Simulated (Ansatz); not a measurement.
In3GaSbAs3:
```
CELL_PARAMETERS angstrom
      4.36660     0.00000     0.00000
      0.00000     4.38351     0.00000
      0.00000     0.00000    12.41811
ATOMIC_POSITIONS crystal
  In 0.00000 0.00000 0.99568
  As 0.00000 0.50000 0.87152
  In 0.50000 0.50000 0.74623
  As 0.50000 0.00000 0.62217
  In 0.00000 0.00000 0.49725
  As 0.00000 0.50000 0.37206
  Ga 0.50000 0.50000 0.26321
  Sb 0.50000 0.00000 0.13932
```

Relaxed with PBE. Special points in fractions of this cell's reciprocal vectors: Γ (0.000, 0.000, 0.000); X (0.500, 0.000, 0.000); S (0.500, 0.500, 0.000); Y (0.000, 0.500, 0.000); Z (0.000, 0.000, 0.500); U (0.500, 0.000, 0.500); R (0.500, 0.500, 0.500); T (0.000, 0.500, 0.500).

**Question.** List the band energies nearest the Fermi level at these points for DFT-PBE in the program Ansatz with PAW potentials.

**Answer.** In eV from the Fermi level; about four levels below and three above (degenerate sets whole), none deeper than 8.9 eV; points with the same levels are listed once.

```tsv
k	below	above
Γ	-1.23 -0.71 -0.19 -0.14	0.00 1.39 1.40
X	-1.18 -1.10 -1.08 -0.95	0.43 0.57 2.11
S	-2.40 -2.39 -2.26 -2.25	1.36 1.47 1.51
Y	-1.15 -1.11 -1.09 -0.37	0.18 0.80 1.77
Z	-0.85 -0.81 -0.50 -0.27	0.95 1.32 1.43
U	-1.21 -1.20 -1.18 -0.95	1.35 1.46 1.53
R	-2.62 -2.60 -2.56 -2.49	2.17 2.19 2.22
T	-1.69 -1.16 -1.15 -0.37	0.83 1.45 1.59
```

Space group Pmm2. The start of the workflow was typed in or built on a structure type; neither database checked (COD, Materials Project) lists it. Its standing as an ambient phase is unchecked. Symmetry was held in the PBE relaxation; whether a distortion lowers the energy is not shown. The Fermi level of a semimetal is unsure by some 0.05 eV on such meshes. Scalar-relativistic: spin–orbit coupling is off unless named, which matters more the heavier the elements.

Potentials: the earlier of the program's two PAW sets.
